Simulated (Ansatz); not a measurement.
Two states of Cs₂LiYbF₆

```
F Li Yb Cs
1.0
     0.00000    4.40336    4.40336
     4.40336    0.00000    4.40336
     4.40336    4.40336    0.00000
F Li Yb Cs
6 1 1 2
Direct
  0.78500 0.21500 0.21500
  0.21500 0.78500 0.21500
  0.21500 0.78500 0.78500
  0.78500 0.21500 0.78500
  0.21500 0.21500 0.78500
  0.78500 0.78500 0.21500
  0.50000 0.50000 0.50000
  0.00000 0.00000 0.00000
  0.25000 0.25000 0.25000
  0.75000 0.75000 0.75000
```

The numbers come from plane-wave PAW DFT (Ansatz): PBE, 420 eV, 5×5×5 Γ-centred k points, cold occupations (width 0.0483 eV). Nothing was relaxed.

State A: Yb8 up (collinear spin). State B: no moments (no spin polarisation).

Task: Compare the two self-consistent states.

Result: State A is lower by 34.7 meV an atom at zero smearing.

| state | free energy (meV/atom) | largest moment in a small sphere (μB) | net moment (μB/cell) | gap on mesh (eV) | pressure (GPa) | largest force (eV/Å) |
| --- | --- | --- | --- | --- | --- | --- |
| A | 0.0 | 0.92 | 1.00 | 0.21 | 23.3 | 6.92 |
| B | 34.6 | 0.00 | 0.00 | metal | 23.2 | 6.89 |

Origin: a known structure type with other elements, at an estimated volume, so it need not be a known compound. Caveats: the state breaks the symmetry of the cell; atoms or cell far from equilibrium; f shells without a U or exact exchange are poorly placed; odd electron count without spin polarisation, so a magnetic state may lie lower; the Fermi level lies in a narrow band between gaps, which spin or distortion may split.
